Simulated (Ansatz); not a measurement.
PbI$_{2}$ (CdI2 type)

```
PbI2
1.0
    4.55930     0.00000     0.00000
   -2.27965     3.94847     0.00000
    0.00000     0.00000     6.97268
Pb I
1 2
Cartesian
  0.00000   0.00000   0.00000
  0.00000   2.63231   1.88904
  2.27965   1.31616   5.08365
```

Equation-of-state scan: isotropic scaling of the cell above, V₀ being its volume. The atoms relax within the cell's symmetry.

These are PBE-D3(BJ) (plane waves to 420 eV, PAW, scalar-relativistic; Ansatz, a quantum-chemistry and plane-wave program) values and carry that method's errors. k mesh 8×8×5 (Γ-centred), Fermi-Dirac smearing 0.05 eV. Compression counts positive. PbI2 was relaxed with its symmetry unable to fall. Spin-orbit coupling is left out, though I and Pb are heavy. The PAW data are Ansatz's earlier set.

At one point of the scan the stress tensor (GPa) is:

```
   0.76     0.00     0.00
   0.00     0.76     0.00
   0.00     0.00     0.68
```

Problem. Which point is it?
(A) V/V₀ = 0.955
(B) V/V₀ = 0.970
(C) V/V₀ = 0.940
(D) V/V₀ = 0.985

Solution. A, V/V₀ = 0.955

(Under strain, the slope of the energy per volume gives the stress and its curvature an elastic modulus.)
